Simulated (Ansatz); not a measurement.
## SiC: how the phase sets the permittivity

Plane-wave DFT in Ansatz, LDA, scalar-relativistic PAW potentials, cutoff 420 eV, no spin-orbit coupling; no spin polarisation. Each structure of SiC was relaxed within its symmetry; other phases aren't compared here. ε∞ and ε0 (at fixed strain) come from linear response and are means of the diagonal.

| space group | atoms in cell | V (Å³/atom) | gap on mesh (eV) | ε∞ | lowest optical mode at Γ (cm⁻¹) |
| --- | --- | --- | --- | --- | --- |
| P6_3mc | 4 | 10.14 | 2.13 | 7.01 | 258 |
| F-43m | 2 | 10.14 | 1.30 | 6.92 | 798 |

Task: Order them by energy. Which have a polar axis, which are stable at Γ, and what static permittivity does each have?

Result: F-43m 0 meV/atom, no unique polar axis, stable at Γ, ε0 = 10.3; P6_3mc 2 meV/atom, polar space group, stable at Γ, ε0 = 10.5. A polar space group allows a spontaneous polarisation; whether it can be switched wasn't computed. Without a unique polar axis or an inversion centre, and so allowed to be piezoelectric but not ferroelectric: F-43m. The mean ε0 hardly changes. Stability at Γ doesn't rule out soft modes elsewhere in the zone; Kohn–Sham gaps are too small and ε∞ as a rule too large. In thin films and nanowires, surface energy, strain and dopants can hold a phase that lies tens of meV per atom above the lowest. Meshes differ between cells, which leaves about 2 meV/atom open.

Cost: about 11 core-minutes for the runs cited, on Intel Xeon Processor @ 2.50GHz (Skylake/Cascade Lake), Arm Neoverse V1 (shared hosts).